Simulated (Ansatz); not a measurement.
CsSnBr3 in space group P6_3/mmc (No. 194; Cs on 2d, Sn on 2a, Br on 6h) at seven volumes, PBE in the plane-wave PAW code Ansatz, shape and atoms relaxed at each. One row is withheld.

```csv
V (Å³/atom),P (GPa)
38.049,1.12
39.303,0.67
40.558,0.28
41.812,0.00
43.066,-0.23
44.321,?
45.575,-0.55
```

Problem. Fit the shown pressures and predict the withheld one.

Solution. P = (3/2)B₀(x^(7/2) − x^(5/2))[1 + (3/4)(B′ − 4)(x − 1)] with x = (V₀/V)^(2/3). Least squares on the six rows gives V₀ = 41.804 Å³/atom, B₀ = 8.6 GPa, B′ = 6.97. At V = 44.321, x = 0.9618 and P = -0.41 GPa. The run itself gave -0.42 GPa.

A made-up cell: these elements were put on the sites of a structure type; neither database checked (COD, Materials Project) lists it. Its standing as an ambient phase is unchecked. Symmetry was held in the PBE relaxation; whether a distortion lowers the energy is not shown. Spin–orbit coupling is left out wherever it is not named.

Potentials: the later of the program's two PAW sets.
